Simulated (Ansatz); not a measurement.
The calculation used DFT PBE, scalar-relativistic, plane waves, PAW (Ansatz). All cells share a 420 eV cutoff and Γ-centred k meshes spaced at most about 0.3 Å⁻¹ (about 0.25 or finer for metals, 2π included). Collinear spin in cells that started with moments and kept them past the coarse steps, no spin elsewhere.

Temperature and zero-point effects are left out. All come from trial cells, and lower structures may exist.

Question: Order these relaxed structures of K3Zr2S by energy, lowest first, with the energy over the lowest of them.
A.

```cif
data_structure
_symmetry_space_group_name_H-M 'P6/mmm'
_symmetry_Int_Tables_number 191
_cell_length_a 6.1449
_cell_length_b 6.1449
_cell_length_c 7.1569
_cell_angle_alpha 90.000
_cell_angle_beta 90.000
_cell_angle_gamma 120.000
_cell_volume 234.04
loop_
_atom_site_label
_atom_site_type_symbol
_atom_site_symmetry_multiplicity
_atom_site_Wyckoff_symbol
_atom_site_fract_x
_atom_site_fract_y
_atom_site_fract_z
_atom_site_occupancy
K1 K 3 g 0.50000 0.00000 0.50000 1
Zr1 Zr 2 c 0.33333 0.66667 0.00000 1
S1 S 1 b 0.00000 0.00000 0.50000 1
```

B.

```cif
data_structure
_symmetry_space_group_name_H-M 'P-3m1'
_symmetry_Int_Tables_number 164
_cell_length_a 5.4972
_cell_length_b 5.4972
_cell_length_c 8.1952
_cell_angle_alpha 90.000
_cell_angle_beta 90.000
_cell_angle_gamma 120.000
_cell_volume 214.47
loop_
_atom_site_label
_atom_site_type_symbol
_atom_site_symmetry_multiplicity
_atom_site_Wyckoff_symbol
_atom_site_fract_x
_atom_site_fract_y
_atom_site_fract_z
_atom_site_occupancy
K1 K 2 d 0.33333 0.66667 0.10266 1
K2 K 1 b 0.00000 0.00000 0.50000 1
Zr1 Zr 2 d 0.33333 0.66667 0.55270 1
S1 S 1 a 0.00000 0.00000 0.00000 1
```

C.

```cif
data_structure
_symmetry_space_group_name_H-M 'P-6m2'
_symmetry_Int_Tables_number 187
_cell_length_a 6.0578
_cell_length_b 6.0578
_cell_length_c 6.2677
_cell_angle_alpha 90.000
_cell_angle_beta 90.000
_cell_angle_gamma 120.000
_cell_volume 199.19
loop_
_atom_site_label
_atom_site_type_symbol
_atom_site_symmetry_multiplicity
_atom_site_Wyckoff_symbol
_atom_site_fract_x
_atom_site_fract_y
_atom_site_fract_z
_atom_site_occupancy
K1 K 1 b 0.00000 0.00000 0.50000 1
K2 K 1 c 0.33333 0.66667 0.00000 1
K3 K 1 d 0.33333 0.66667 0.50000 1
Zr1 Zr 2 i 0.66667 0.33333 0.18350 1
S1 S 1 a 0.00000 0.00000 0.00000 1
```

D.

```cif
data_structure
_symmetry_space_group_name_H-M 'P6/mmm'
_symmetry_Int_Tables_number 191
_cell_length_a 5.9220
_cell_length_b 5.9220
_cell_length_c 6.6342
_cell_angle_alpha 90.000
_cell_angle_beta 90.000
_cell_angle_gamma 120.000
_cell_volume 201.49
loop_
_atom_site_label
_atom_site_type_symbol
_atom_site_symmetry_multiplicity
_atom_site_Wyckoff_symbol
_atom_site_fract_x
_atom_site_fract_y
_atom_site_fract_z
_atom_site_occupancy
K1 K 3 g 0.50000 0.00000 0.50000 1
Zr1 Zr 2 c 0.66667 0.33333 0.00000 1
S1 S 1 a 0.00000 0.00000 0.00000 1
```

Answer: B (0 meV/atom), C (53 meV/atom), A (317 meV/atom), D (347 meV/atom). Forms: B P-3m1, moments up to 1.1 μB; C P-6m2, no spin; A P6/mmm, moments up to 2.0 μB; D P6/mmm, moments up to 1.6 μB. Counting K or Zr atoms around S (for each partner element, those within 1.25 times its shortest distance or 1.15 times the sum of covalent radii, where it is the nearest in units of that sum or under 1.3; a plus sign parts groups by distance over the sum of covalent radii; the shortest distance is added where it exceeds 1.18 times the sum of covalent radii): B has S 6+2; C has S 5; A has S 6; D has S 6 from 3.4 Å. Even the lowest lies +0.67 eV/atom against the elements.

Another magnetic order may lie lower. Cells relaxed within their symmetry can be saddle points. Some structure types and database cells were kept out of the candidates from the start, so a known form may be missing.
